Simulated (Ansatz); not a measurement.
WO3:
Space group Pm-3m (No. 221); a = b = c = 3.777 Å, α = β = γ = 90.00°

```csv
atom,site,symmetry,x,y,z
W,1a,m-3m,0.0000,0.0000,0.0000
O,3d,4/mm.m,0.0000,0.0000,0.5000
```

Relaxed with LDA.

**Question.** Give the optical modes at the zone centre with their infrared and Raman activity from DFPT, LDA (plane waves, PAW; program Ansatz).

**Answer.** Transverse frequencies, without the LO–TO term; a row sums one degenerate level.

```csv
ω (cm⁻¹),degeneracy,IR ((D/Å)²/amu),Raman (Å⁴/amu),activity,symmetry
277i,3,328.39,0,IR,T1u
211,3,0.00,0,silent,T2u
590,3,168.07,0,IR,T1u
```

**Question.** How high does the top mode go among those that the LO–TO term moves?

**Answer.** 919 cm⁻¹ for q along x.

The workflow started from a Materials Project entry (that database holds measured and hypothetical structures alike); the Crystallography Open Database copy checked does not list it. COD files the formula under space group No. 2, 14, 62, 129, 130, 191. Its standing as an ambient phase is unchecked. The LDA relaxation kept the symmetry of its start. At this level the phase is dynamically unstable (imaginary phonons). The run is not spin-polarised. No Hubbard U is applied. Scalar-relativistic: spin–orbit coupling is off unless named, which matters more the heavier the elements.

Potentials: the earlier of the program's two PAW sets. The files were generated under PBE; for other functionals the program regenerates the frozen cores, and for LDA and PBEsol the local potential too.
